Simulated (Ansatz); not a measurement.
Data:

TaTc:
```
CELL_PARAMETERS angstrom
      3.17136     0.00000     0.00000
      0.00000     3.17136     0.00000
      0.00000     0.00000     3.17136
ATOMIC_POSITIONS crystal
  Ta 0.00000 0.00000 0.00000
  Tc 0.50000 0.50000 0.50000
```

This is the r²SCAN-relaxed structure.

Task: All from plane-wave PAW r²SCAN (Ansatz code), unless another level is named. Estimate the formation energy from the elements (no fitted shifts).

Result: -0.58 eV/atom.

Task: Give the density of states at the Fermi level.

Result: 0.21 states/eV per atom (mean over ±0.08 eV).

Space group Pm-3m (CsCl type). The workflow started from a Materials Project entry (that database holds measured and hypothetical structures alike); the Crystallography Open Database files this formula in space group No. 221, but the cells were not matched. Whether it is the stable phase at ambient conditions was not checked. Symmetry was held in the r²SCAN relaxation; its stability against distortions is not shown here. The run is not spin-polarised. The references are the lowest solids computed at this level, not always the standard phases. Spin–orbit coupling is left out wherever it is not named.

Potentials: the later of the program's two PAW sets.
